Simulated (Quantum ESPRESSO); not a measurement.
pw.x input (Quantum ESPRESSO 7.5; PBEsol, PseudoDojo standard norm-conserving files, scalar-relativistic):

```
&CONTROL
  calculation = 'scf'
  pseudo_dir = './pseudo'
  outdir = './out'
  tprnfor = .true.
  tstress = .true.
/
&SYSTEM
  ibrav = 0
  nat = 5
  ntyp = 3
  ecutwfc = 82.0
  ecutrho = 328.0
  occupations = 'smearing'
  smearing = 'fd'
  degauss = 0.002
  nbnd = 24
  assume_isolated = '2D'
/
&ELECTRONS
  conv_thr = 5e-10
/
ATOMIC_SPECIES
C 12.0110 C.upf
Y 88.9058 Y.upf
I 126.9045 I.upf
CELL_PARAMETERS angstrom
  3.820918841080   0.000000000000   0.000000000000
 -1.910459420540   3.309012782174   0.000000000000
  0.000000000000   0.000000000000  22.900000000000
ATOMIC_POSITIONS crystal
C   0.000000000000   0.000000000000   0.000000000000
Y   0.333333333333   0.666666666667   0.056784293400
Y   0.666666666667   0.333333333333  -0.056784293400
I   0.666666666667   0.333333333333   0.149938732100
I   0.333333333333   0.666666666667  -0.149938732100
K_POINTS automatic
12 12 1 0 0 0
```

End of the output:

```
     total energy              =    -227.32520771 Ry
     estimated scf accuracy    <       0.00000002 Ry
     total energy              =    -227.32520771 Ry
     estimated scf accuracy    <          2.2E-09 Ry
     total energy              =    -227.32520771 Ry
     estimated scf accuracy    <          1.0E-09 Ry
[...]
     the Fermi energy is    -4.8220 ev
!    total energy              =    -227.32520771 Ry
     estimated scf accuracy    <          3.9E-11 Ry
     smearing contrib. (-TS)   =      -0.00000094 Ry
     internal energy E=F+TS    =    -227.32520677 Ry
     The total energy is F=E-TS. E is the sum of the following terms:
     one-electron contribution =   -2608.82797304 Ry
     hartree contribution      =    1300.38959710 Ry
     xc contribution           =     -51.79577441 Ry
     ewald contribution        =    1132.90894358 Ry
     convergence has been achieved in  19 iterations
     Forces acting on atoms (cartesian axes, Ry/au):
     atom    1 type  1   force =    -0.00000000   -0.00000000    0.00000000
     atom    2 type  2   force =     0.00000000   -0.00000000    0.00034413
     atom    3 type  2   force =    -0.00000000   -0.00000000   -0.00034413
     atom    4 type  3   force =     0.00000000    0.00000000    0.00022383
     atom    5 type  3   force =     0.00000000   -0.00000000   -0.00022383
     Total force =     0.000581     Total SCF correction =     0.000025
```
In a gapped system the printed Fermi energy is only some level inside the gap.

Spin-orbit coupling is not included.

Geometry relaxed with PBEsol.
